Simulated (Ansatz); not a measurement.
MnGe (space group P2_13)

```xyz
8
Lattice="4.6787 0.0000 0.0000 0.0000 4.6787 0.0000 0.0000 0.0000 4.6787" Properties=species:S:1:pos:R:3 pbc="T T T"
Mn     2.9821     0.6427     1.6966
Mn     4.0359     4.0359     4.0359
Mn     0.6427     1.6966     2.9821
Mn     1.6966     2.9821     0.6427
Ge     1.6059     3.9453     3.0727
Ge     0.7334     0.7334     0.7334
Ge     3.9453     3.0727     1.6059
Ge     3.0727     1.6059     3.9453
```

The slice is a {110} plane (indices of the conventional cell) through the point (0.863, 0.863, 0.863) (fractional), spanned by u = [100] and v = [011] in vectors of this cell: u (4.68 Å) and v (6.62 Å, at 90° to u). It covers one period; positions are fractions (u, v).

Method: PBEsol (plane waves to 420 eV, PAW, scalar-relativistic; Ansatz, a program for electronic structure). k mesh 10×10×10. Inside the PAW spheres the values are not all-electron values, and peaks at nuclei hang on which shells count as valence. MnGe was relaxed with its symmetry unable to fall. Relaxed MnGe ends ferromagnetic. The magnetic order is the one the run started from; other orders were not tried.

Three fields on this plane, each scaled to ten steps between its own extremes (0 low, 9 high; the total valence density on a logarithmic scale, the potential cut 8 eV below its top; x marks points blanked near nuclei; v = 0 in the bottom row):

Map A
```
|xxxxx9410xxxxx00138xxxx|
|xxxxx731xxxxxxx0126xxxx|
|xxxx8420xxxxxxx00248xxx|
|xxx74210xxxxxxx002358xx|
|76432110xxxxxxx01123567|
|322221111xxxxxx01122333|
|1111223322xxx0111112211|
|00123455432111111111110|
|00134677643211111111100|
|012469xx753211111111000|
|01258xxxx53211111111000|
|01258xxxx53211111111000|
|01247xxx742111111111100|
|00135787532111112222110|
|00123455421101123444321|
|10112333211001235787532|
|2101111110000124xxxx953|
|210000xxx000124xxxxxx84|
|3100xxxxxxx0135xxxxxxx5|
|310xxxxxxxx0236xxxxxxx6|
|310xxxxxxxxx246xxxxxx85|
|21xxxxxxxxxx2358xxxxx53|
|10xxxxxxxxxx13468997532|
|100xxxxxxxxx12334443221|
|110xxxxxxxxx11222222111|
|2221xxxxxxx011111111122|
|66542xxxx00111111112345|
|xxx842100011111111246xx|
|xxxx8421111111111247xxx|
|xxxxx63111111111136xxxx|
|xxxxx84211111111138xxxx|
|xxxxx94210xxx000149xxxx|
```

Map B
```
|xxxxx8779xxxxx87667xxxx|
|xxxxx878xxxxxxx8667xxxx|
|xxxx8779xxxxxxx86557xxx|
|xxx86679xxxxxxx864457xx|
|77655568xxxxxxx75333467|
|555445679xxxxxx53222345|
|5554456789xxx7532112344|
|56555667788765320012345|
|77767778877643200012456|
|888889xx876432000013467|
|88899xxxx75421000123578|
|88899xxxx75321000134678|
|88888xxx864321011234678|
|77777777654321112345667|
|66666666554322233456666|
|55555666654333345677665|
|4445677776544446xxxx865|
|445679xxx876556xxxxxx75|
|4467xxxxxxx7667xxxxxxx5|
|557xxxxxxxx9767xxxxxxx5|
|568xxxxxxxxx877xxxxxx75|
|56xxxxxxxxxx8667xxxxx65|
|56xxxxxxxxxx86556787655|
|569xxxxxxxxx64334555544|
|568xxxxxxxxx53222344444|
|6689xxxxxxx532111234455|
|88899xxxx75321001234567|
|xxx988876542100012357xx|
|xxxx9765543221111247xxx|
|xxxxx75554443322235xxxx|
|xxxxx86556666544347xxxx|
|xxxxx86678xxx865558xxxx|
```

Map C
```
|xxxxx2588xxxxx89952xxxx|
|xxxxx379xxxxxxx9962xxxx|
|xxxx1489xxxxxxx89731xxx|
|xxx12699xxxxxxx776411xx|
|11124699xxxxxxx66543211|
|334456898xxxxxx44323333|
|7765445799xxx6532112456|
|89853224799986420012468|
|99853112468986310012468|
|898532xx235664200013567|
|89853xxxx13443210134667|
|89863xxxx11333212346778|
|99853xxx111233223457888|
|99853111112333333457899|
|99753222233443322235689|
|77765555666543210122356|
|5677888999875310xxxx224|
|468888xxx999631xxxxxx12|
|4687xxxxxxx9841xxxxxxx1|
|478xxxxxxxx9952xxxxxxx2|
|587xxxxxxxxx963xxxxxx12|
|68xxxxxxxxxx9842xxxxx13|
|79xxxxxxxxxx88532221124|
|798xxxxxxxxx78532222345|
|689xxxxxxxxx76433344555|
|3589xxxxxxx654223455543|
|12479xxxx66532122444211|
|xxx468987754211123311xx|
|xxxx2477765433223211xxx|
|xxxxx24677666554421xxxx|
|xxxxx13688777887521xxxx|
|xxxxx24788xxx899732xxxx|
```

Task: Assign the maps to these fields: ELF of the up spins; valence electron density; spin density, up minus down.

Result: A is the spin density, up minus down; B is the valence electron density; C is the ELF of the up spins.
